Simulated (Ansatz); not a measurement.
TiO$_{2}$ (anatase)

```
CELL_PARAMETERS angstrom
     -3.79880     3.79880     9.70081
      0.00000     0.00000     9.70081
      0.00000     3.79880     0.00000
ATOMIC_POSITIONS crystal
  Ti 0.00000 0.50000 0.00000
  Ti 0.50000 0.50000 0.00000
  Ti 0.50000 0.75000 0.50000
  Ti 0.00000 0.75000 0.50000
  O  0.00000 0.29355 0.00000
  O  0.50000 0.29355 0.00000
  O  0.50000 0.54355 0.50000
  O  0.00000 0.54355 0.50000
  O  0.50000 0.95645 0.50000
  O  0.00000 0.95645 0.50000
  O  0.00000 0.70645 0.00000
  O  0.50000 0.70645 0.00000
```

The atoms are displaced by Q × the pattern below (from a DFPT mode at M = (0.5, 0.5, 0.5), largest move 1; Q in Å), at fixed cell. It is one choice among 2 degenerate patterns. (q is in reciprocal vectors of the primitive cell; the cell shown is doubled to hold the pattern.)

| atom | x | y | z |
|---|---|---|---|
| Ti1 | 0.000 | 0.000 | -0.066 |
| Ti2 | 0.000 | 0.000 | 0.066 |
| Ti3 | 0.000 | 0.000 | -0.598 |
| Ti4 | 0.000 | 0.000 | 0.598 |
| O5 | 0.000 | 0.000 | 1.000 |
| O6 | 0.000 | 0.000 | -1.000 |
| O7 | 0.000 | 0.000 | 0.456 |
| O8 | 0.000 | 0.000 | -0.456 |
| O9 | 0.000 | 0.000 | 0.663 |
| O10 | 0.000 | 0.000 | -0.663 |
| O11 | 0.000 | 0.000 | -0.876 |
| O12 | 0.000 | 0.000 | 0.876 |

Calculation: PBE (plane waves to 420 eV, PAW, scalar-relativistic; Ansatz, a quantum-chemistry and plane-wave program). k mesh 12×12×12 (Γ-centred), Fermi-Dirac smearing 0.05 eV. Energies are smeared free energies. Left out: 2 of 13 points, with atoms too close for the PAW data. As the smearing reaches across the gap at some points, energies and forces of such displacements shift with the k mesh and the smearing. TiO2 is run without spin polarisation. TiO2 was relaxed with its symmetry unable to fall. ΔE is measured from the undisplaced structure. The last digit holds for this mesh only.

```json
[
 {"Q (Å)": "-0.2333", "ΔE (meV/cell)": "4161.4"},
 {"Q (Å)": "-0.1867", "ΔE (meV/cell)": "withheld"},
 {"Q (Å)": "-0.1400", "ΔE (meV/cell)": "1565.7"},
 {"Q (Å)": "-0.0933", "ΔE (meV/cell)": "702.6"},
 {"Q (Å)": "-0.0467", "ΔE (meV/cell)": "175.2"},
 {"Q (Å)": "0.0000", "ΔE (meV/cell)": "0.0"},
 {"Q (Å)": "0.0467", "ΔE (meV/cell)": "175.2"},
 {"Q (Å)": "0.0933", "ΔE (meV/cell)": "702.6"},
 {"Q (Å)": "0.1400", "ΔE (meV/cell)": "1565.7"},
 {"Q (Å)": "0.1867", "ΔE (meV/cell)": "withheld"},
 {"Q (Å)": "0.2333", "ΔE (meV/cell)": "4161.4"}
]
```

Task: Fit an even polynomial form (powers 2, 4, 6) to the given rows and predict ΔE at Q = -0.1867.

Result: Least squares on the 9 given rows: ΔE = (81120)·Q² + (-49790)·Q⁴ + (-659400)·Q⁶, in meV/cell with Q in Å; root-mean-square residual 0.77 meV/cell. At -0.1867 the fit gives 2739.2 meV/cell; the calculation gives 2711.9 meV/cell, so the interpolation is off by 27.3 (+1.0 %). The quadratic term alone would give 2827.6 meV/cell.

(A displaced cell: forces are minus the slopes of the energy, force constants its curvatures, and phonons follow from these.)
